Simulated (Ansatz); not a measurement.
# Relaxing a structure of Rh

The start is a generated cell, Rh placed in the omega structure type. A full variable-cell relaxation at zero pressure is run with r2SCAN (plane waves to 500 eV, PAW, scalar-relativistic; Ansatz, an electronic-structure program). The first steps use a coarse 9×9×12 k-mesh.

Input geometry:
```yaml
crystal:
  lattice:
    - [4.26075, 0.00000, 0.00000]
    - [-2.13038, 3.68992, 0.00000]
    - [0.00000, 0.00000, 2.59146]
  atoms:
    - { symbol: Rh, position: [0.00000, 0.00000, 0.00000] }
    - { symbol: Rh, position: [0.33333, 0.66667, 0.50000] }
    - { symbol: Rh, position: [0.66667, 0.33333, 0.50000] }
```

**Question.** How large is the pressure on the unrelaxed cell, and of which sign?

**Answer.** +10.6 GPa (positive: the cell is compressed).

**Question.** How does the volume per atom move from start to end?

**Answer.** +3.7 %, from 13.58 to 14.09 Å³/atom.

**Question.** Is the relaxed structure metallic? Give its gap.

**Answer.** Zero (metallic).

**Question.** Give the final cell and atomic positions.

**Answer.** 
Space group P6/mmm (No. 191); a = b = 4.304 Å, c = 2.635 Å, α = β = 90.00°, γ = 120.00°

```tsv
atom	site	symmetry	x	y	z
Rh	1a	6/mmm	0.0000	0.0000	0.0000
Rh	2d	-6m2	0.3333	0.6667	0.5000
```

The space group stays P6/mmm (No. 191) (the run could not lower it), with 3 atoms in the primitive cell. Final values are on a 13×13×18 k-mesh of the relaxed cell. No spin polarisation in the result.

The run could not lose the symmetry of its start, so the end can be a saddle point.

All atoms sit on sites fixed by symmetry, so only the cell could relax.

The relaxed structure here is a generated cell of Rh: the first start was made by placing the elements on the sites of a structure type, and the end was not matched to a known phase here, so it may be hypothetical. Known forms of Rh include space group No. 225.
